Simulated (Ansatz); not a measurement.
GaP (CsCl type, Pm-3m), DFT-PBE in the program Ansatz with PAW potentials, all energies at zero smearing, with the estimated change up to a 700 eV cutoff added, with one set of potentials and settings (totals compare only within such a set). Cell of 2 atoms (1 Ga, 1 P): -4538.059 eV.

```tsv
element	reference phase	E (eV/atom)
Ga	Cmce, 4 atoms in the cell	-3783.0259
P	Cmce, 4 atoms in the cell	-755.6733
```

Formation energy per atom, worked out: (-4538.059 − 1×(-3783.0259) − 1×(-755.6733))/2 = 0.320 eV/atom (31 kJ per mol of atoms), at 0 K, without zero-point energy or fitted corrections.

A made-up cell: these elements were put on the sites of a structure type; neither database checked (COD, Materials Project) lists it. It is not the phase usual at ambient conditions (space group No. 216). Symmetry was held in the PBE relaxation; its stability against distortions is not shown here. The references are the lowest solids computed at this level, not always the standard phases. Scalar-relativistic: spin–orbit coupling is off unless named, which matters more the heavier the elements.

Potentials: the earlier of the program's two PAW sets.
